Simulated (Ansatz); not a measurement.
HfN (rock salt, Fm-3m) at seven volumes, the program Ansatz at the PBE level (PAW), scaled uniformly. One row is withheld.

| V (Å³/atom) | P (GPa) |
|---|---|
| 10.700 | ? |
| 11.053 | 18.55 |
| 11.406 | 8.52 |
| 11.758 | -0.03 |
| 12.111 | -7.33 |
| 12.464 | -13.57 |
| 12.817 | -18.89 |

Question: Fit the shown pressures and predict the withheld one.

Answer: P = (3/2)B₀(x^(7/2) − x^(5/2))[1 + (3/4)(B′ − 4)(x − 1)] with x = (V₀/V)^(2/3). Least squares on the six rows gives V₀ = 11.757 Å³/atom, B₀ = 263 GPa, B′ = 4.29. At V = 10.700, x = 1.0648 and P = 30.34 GPa. The run itself gave 30.31 GPa.

The cell was relaxed with PBE under the symmetry of its start. No spin polarisation was allowed. Spin–orbit coupling is left out wherever it is not named.

Potentials: the later of the program's two PAW sets.
